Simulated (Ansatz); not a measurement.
YSnGe in space group Cmcm (No. 63; Y on 4c, Sn on 4c, Ge on 4c), plane-wave PAW r²SCAN (Ansatz code), all energies at zero smearing, with the estimated change up to a 700 eV cutoff added, with one set of potentials and settings (totals compare only within such a set). Cell of 6 atoms (2 Y, 2 Sn, 2 Ge): -28406.677 eV.

```csv
element,reference phase,E (eV/atom)
Y,"P6_3/mmc, 2 atoms in the cell",-3859.7073
Sn,"Fd-3m, 2 atoms in the cell",-6038.6401
Ge,"Fd-3m, 2 atoms in the cell",-4302.9041
```

Formation energy per atom, worked out: (-28406.677 − 2×(-3859.7073) − 2×(-6038.6401) − 2×(-4302.9041))/6 = -0.696 eV/atom (-67 kJ per mol of atoms), at 0 K, without zero-point energy or fitted corrections.

The first step of the workflow began from a Materials Project structure, measured or hypothetical; the Crystallography Open Database copy checked does not list it. Whether it is the stable phase at ambient conditions was not checked. Symmetry was held in the r²SCAN relaxation; whether a distortion lowers the energy is not shown. No spin polarisation was allowed. The references are the lowest solids computed at this level, not always the standard phases. Scalar-relativistic: spin–orbit coupling is off unless named, which matters more the heavier the elements.

Potentials: the later of the program's two PAW sets.
